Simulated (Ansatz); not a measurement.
**Question.** Name crystals whose computed values (the program Ansatz at the r²SCAN level (PAW)) fall in these windows: highest Γ mode, no LO–TO term (cm⁻¹) 230 to 340; B₀ by P(V) fit (GPa) 180 to 230.

**Answer.** 

```
crystal          highest Γ mode, no LO–TO term (cm⁻¹)  B₀ by P(V) fit (GPa)
---------------  ------------------------------------  --------------------
AlRh, CsCl type                                   290                   215
AlRu, CsCl type                                   323                   221
```
Others may fit too.

Standing as an ambient phase not checked: AlRh, CsCl type. All cells were relaxed under the symmetry of their starts (and spin orders); stability against distortions was not tested throughout. Named crystals with no word on spin ran without spin polarisation. Scalar-relativistic: spin–orbit coupling is off unless named, which matters more the heavier the elements.

Potentials: the earlier of the program's two PAW sets. The files were generated under PBE; for other functionals the program regenerates the frozen cores, and for LDA and PBEsol the local potential too.
